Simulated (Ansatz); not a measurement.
A distorted cell of CoSn (CoSn type, space group P6/mmm):

```
CoSn
1.0
    5.28930     0.00000     0.00000
   -2.64465     4.58067     0.00000
    0.00000     0.00000     4.06045
Co Sn
3 3
Direct
  0.50000   0.00000   0.00000
  0.50000   0.50000   0.00000
  0.00000   0.50000   0.00000
  0.00000   0.00000   0.00000
  0.33333   0.66667   0.50000
  0.66667   0.33333   0.50000
```

All values below come from PBEsol (plane waves to 420 eV, PAW, scalar-relativistic; Ansatz, an electronic-structure program). k mesh 10×10×11 (Γ-centred), Fermi-Dirac smearing 0.05 eV. The energy includes the smearing's −TS. Stress and pressure are positive under compression. With partly filled bands, the response to shear is sensitive to the k mesh, so small differences along c/a are uncertain. CoSn is run without spin polarisation. CoSn was relaxed with its symmetry unable to fall.

Q: What is the stress tensor (GPa)?

A: 
```
   -2.6      0.0      0.0
    0.0     -2.6      0.0
    0.0      0.0      6.0
```
The pressure, a third of the trace, is 0.2 GPa.

Q: It is the relaxed cell deformed to V/V₀ = 1.000, (c/a)/(c/a)₀ = 0.960, c along z, fractional positions held. What is its energy relative to the relaxed cell?

A: 12 meV/atom.

(Under strain, the slope of the energy per volume gives the stress and its curvature an elastic modulus.)
